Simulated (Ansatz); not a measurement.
**Al5InAs6 (P3m1) at 2 levels of theory**

One geometry, relaxed with PBE; plane waves with PAW potentials in Ansatz, scalar-relativistic. No spin polarisation. Gaps are the least over mesh and band path; pressure is positive in compression.

```cif
data_structure
_symmetry_space_group_name_H-M 'P3m1'
_symmetry_Int_Tables_number 156
_cell_length_a 4.0915
_cell_length_b 4.0915
_cell_length_c 20.2185
_cell_angle_alpha 90.000
_cell_angle_beta 90.000
_cell_angle_gamma 120.000
_cell_volume 293.12
loop_
_atom_site_label
_atom_site_type_symbol
_atom_site_symmetry_multiplicity
_atom_site_Wyckoff_symbol
_atom_site_fract_x
_atom_site_fract_y
_atom_site_fract_z
_atom_site_occupancy
Al1 Al 1 c 0.66667 0.33333 0.16682 1
Al2 Al 1 c 0.66667 0.33333 0.49337 1
Al3 Al 1 c 0.66667 0.33333 0.83988 1
Al4 Al 1 b 0.33333 0.66667 0.00340 1
Al5 Al 1 b 0.33333 0.66667 0.33026 1
In1 In 1 b 0.33333 0.66667 0.66824 1
As1 As 1 c 0.66667 0.33333 0.28999 1
As2 As 1 c 0.66667 0.33333 0.61569 1
As3 As 1 c 0.66667 0.33333 0.96315 1
As4 As 1 b 0.33333 0.66667 0.12658 1
As5 As 1 b 0.33333 0.66667 0.45344 1
As6 As 1 b 0.33333 0.66667 0.80019 1
```

```
level  cutoff (eV)   k mesh  gap (eV)  pressure (GPa)
  PBE          420  12×12×2      0.93             0.0
```

Task: What comes out on the same cell with PBEsol?

Result:
```json
{"level": "PBEsol", "cutoff (eV)": "420", "k mesh": "12×12×2", "gap (eV)": "0.85", "pressure (GPa)": "-2.1"}
```

The structure comes from a generated guess; another structure or a mixture of phases may lie lower.
